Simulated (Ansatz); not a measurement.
One crystal and one scan (energy against volume) at two levels, PBE (plane waves to 420 eV, PAW, scalar-relativistic; Ansatz, a quantum-chemistry and plane-wave program) and r2SCAN (plane waves to 500 eV, PAW, scalar-relativistic; Ansatz), each from its own relaxed cell and on its own mesh. The cell shown is that of PBE.

Eu (bcc, W type)

```xyz
1
Lattice="-2.1904 2.1904 2.1904 2.1904 -2.1904 2.1904 2.1904 2.1904 -2.1904" Properties=species:S:1:pos:R:3 pbc="T T T"
Eu     0.0000     0.0000     0.0000
```

The volume is varied about the relaxed value V₀ at fixed cell shape. Symmetry pins the atoms to their sites.

The energy includes the smearing's −TS. Eu was relaxed with its symmetry unable to fall. Relaxed Eu ends ferromagnetic. The PAW data are Ansatz's earlier set. The magnetic order is the one the run started from; other orders were not tried. The filling of the f shell was not checked against other fillings, so treat energies with care. (PBE) Relaxed Eu ends ferromagnetic. (r2SCAN) Relaxed Eu ends ferromagnetic. Percentages come from the unrounded values. Both scans cover V/V₀ from 0.900 to 1.100.

Results of PBE:

| Item | Value |
|---|---|
| Lattice constant a (Å) | 4.381 |
| Magnetic moment of the relaxed cell (μB/cell) | 7.26 |
| Bulk modulus B₀ (third-order Birch-Murnaghan fit) (GPa) | 14.0 |
| Pressure derivative B₀′ (fit) | 3.7 |

Task: What does r2SCAN give for the same quantities?

Result: 
```json
[
 {"quantity": "Lattice constant a (Å)", "r2SCAN": "4.450", "PBE − r2SCAN": "-0.069 (-1.6 %)"},
 {"quantity": "Magnetic moment of the relaxed cell (μB/cell)", "r2SCAN": "7.87", "PBE − r2SCAN": "-0.61 (-7.8 %)"},
 {"quantity": "Bulk modulus B₀ (third-order Birch-Murnaghan fit) (GPa)", "r2SCAN": "14.3", "PBE − r2SCAN": "-0.3 (-2 %)"},
 {"quantity": "Pressure derivative B₀′ (fit)", "r2SCAN": "3.5", "PBE − r2SCAN": "+0.2 (+7 %)"}
]
```

PBE gives the lower value for: lattice constant a; magnetic moment of the relaxed cell; bulk modulus B₀.

(A scan under strain: stresses follow from slopes of the energy per volume, elastic moduli from its curvatures.)
